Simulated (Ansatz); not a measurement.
Input and command of a calculation in Ansatz (plane waves; scalar-relativistic PAW potentials unless the input names others):

```yaml
crystal:
  lattice:
    - [3.0950015821, 2.9e-09, 0.0]
    - [-1.5475007936, 2.6803499934, 0.0]
    - [0.0, 0.0, 15.1865709572]
  atoms:
    - { symbol: Si, position: [0.3333333333, 0.6666666667, 0.8329927008] }
    - { symbol: Si, position: [0.6666666667, 0.3333333333, 0.3329927008] }
    - { symbol: Si, position: [0.6666666667, 0.3333333333, 0.66650124] }
    - { symbol: Si, position: [0.3333333333, 0.6666666667, 0.16650124] }
    - { symbol: Si, position: [0.0, 0.0, 0.4997230252] }
    - { symbol: Si, position: [0.0, 0.0, 0.9997230252] }
    - { symbol: C, position: [0.0, 0.0, 0.8743713553] }
    - { symbol: C, position: [0.0, 0.0, 0.3743713553] }
    - { symbol: C, position: [0.3333333333, 0.6666666667, 0.7079991941] }
    - { symbol: C, position: [0.6666666667, 0.3333333333, 0.2079991941] }
    - { symbol: C, position: [0.6666666667, 0.3333333333, 0.5415134847] }
    - { symbol: C, position: [0.3333333333, 0.6666666667, 0.0415134847] }
basis:
  ecutwfc: 420
kpoints:
  mp_grid: { grid: [10, 10, 2] }
hamiltonian:
  xc: pbe
scf:
  occupations: { method: gaussian, width: 0.02 }
  mixing: { preconditioner: kerker }
output:
  forces: true
  eigenvalues: true
  stress: true
```

```bash
ansatz run input.yaml --threads 4 --pin off --max-ram 8192MiB --backend cpu --events-out ev --progress --plain --runs-dir out
```

Abridged log:
```
Basis set: ecut = 420 eV, 2451 PW (Γ), exchange–correlation on 48×48×216 points (8 copies of the dense FFT grid, shifted against one another)
Bands: 36, of which v1, the nominal top of the filled ones, is band 24 counted from 1 (23 counted from 0)
Symmetry: 12 space group operations
k-points: 28 of 200
SCF iter   1: F=—  HF=-5322.969458 eV  |F-HF|=—  |Δ(HF+E_count)|=         —  Δρ=2.75e-3  dr2=1.03e-2  ethr=1.77e-3  ⟨swp⟩=6.9  Hψ=5255  notcnv=0  defer=11
SCF iter   2: F=—  HF=-5322.969006 eV  |F-HF|=—  |Δ(HF+E_count)|=   4.52e-4  Δρ=1.06e-3  dr2=1.32e-3  ethr=2.14e-5  ⟨swp⟩=2.3  Hψ=1887  notcnv=0  defer=161
SCF iter   3: F=—  HF=-5322.969200 eV  |F-HF|=—  |Δ(HF+E_count)|=   1.94e-4  Δρ=3.69e-4  dr2=1.73e-4  ethr=2.74e-6  ⟨swp⟩=2.7  Hψ=1604  notcnv=0  defer=54
automatic band count: iteration 3 solves 32 bands in place of 36: the levels show a gap, and the empty bands left out lie too high to hold charge; the band table lists the bands solved (type scf.n_extra_bands for more)
SCF iter   4: F=—  HF=-5322.969255 eV  |F-HF|=—  |Δ(HF+E_count)|=   5.50e-5  Δρ=7.70e-5  dr2=1.39e-5  ethr=3.60e-7  ⟨swp⟩=2.6  Hψ=1583  notcnv=0  defer=54
SCF iter   5: F=—  HF=-5322.969269 eV  |F-HF|=—  |Δ(HF+E_count)|=   1.41e-5  Δρ=2.29e-5  dr2=3.57e-6  ethr=2.90e-8  ⟨swp⟩=2.8  Hψ=1473  notcnv=0  defer=54
SCF iter   6: F=—  HF=-5322.969268 eV  |F-HF|=—  |Δ(HF+E_count)|=   7.30e-7  Δρ=1.10e-5  dr2=4.09e-7  ethr=7.43e-9  ⟨swp⟩=2.1  Hψ=1186  notcnv=0  defer=54
SCF iter   7: F=-5322.969268 eV  HF=-5322.969268 eV  |F-HF|=4.80e-8  |Δ(HF+E_count)|=   7.09e-8  Δρ=4.87e-6  dr2=7.93e-8  ethr=2.08e-10  ⟨swp⟩=9.3  Hψ=3998  notcnv=0
SCF 1 converged in 7 iterations: F = -5322.969268 eV  dr2 = 7.93e-8
SCF converged after 7 iterations
Free energy (F): -5322.969268 eV
Harris-Foulkes:  -5322.969268 eV  (|F-HF|=4.80e-8)
Internal energy: -5322.969268 eV  (E = F + TS)
E sigma→0 (E₀):  -5322.969268 eV
Fermi energy:    10.356667 eV
--- Forces (eV/Å), atoms counted from 1 ---
  atom   1  Si     0.00000000     0.00000000     0.00030182
  atom   2  Si     0.00000000     0.00000000     0.00030182
  atom   3  Si     0.00000000     0.00000000     0.00015187
  atom   4  Si     0.00000000     0.00000000     0.00015187
  atom   5  Si     0.00000000     0.00000000     0.00006442
  atom   6  Si     0.00000000     0.00000000     0.00006442
  atom   7  C      0.00000000     0.00000000    -0.00014019
  atom   8  C      0.00000000     0.00000000    -0.00014019
  atom   9  C      0.00000000     0.00000000    -0.00032677
  atom  10  C      0.00000000     0.00000000    -0.00032677
  atom  11  C      0.00000000     0.00000000    -0.00004254
  atom  12  C      0.00000000     0.00000000    -0.00004254
--- Stress (GPa, compression-positive) ---
        0.002897       0.000000       0.000000
        0.000000       0.002897       0.000000
        0.000000       0.000000       0.000228
  P = ⅓ Tr σ = 0.0020 GPa (0.020 kbar)
```

Apart from outputs, empty bands and the relaxation, which only the reference makes, the input differs from a reference run on usual settings in scf.mixing.preconditioner: not typed → "kerker"; kpoints.mp_grid.grid: [12, 12, 2] → [10, 10, 2]. The reference, at the same geometry, ended its own course with pressure 0.00 GPa, largest force 0.000 eV/Å, gap on the mesh 2.03 eV. This run converged in 7 SCF iterations with an energy at zero smearing 0.03 meV/atom above the reference's, pressure 0.00 GPa, largest force 0.000 eV/Å, gap on the mesh 2.03 eV. Its k mesh is looser than usual, yet energy, pressure and forces hardly moved.

The run took 3.8 s on 4 threads of Intel(R) Xeon(R) Processor @ 2.70GHz, on a shared host, peak memory 0.46 GiB.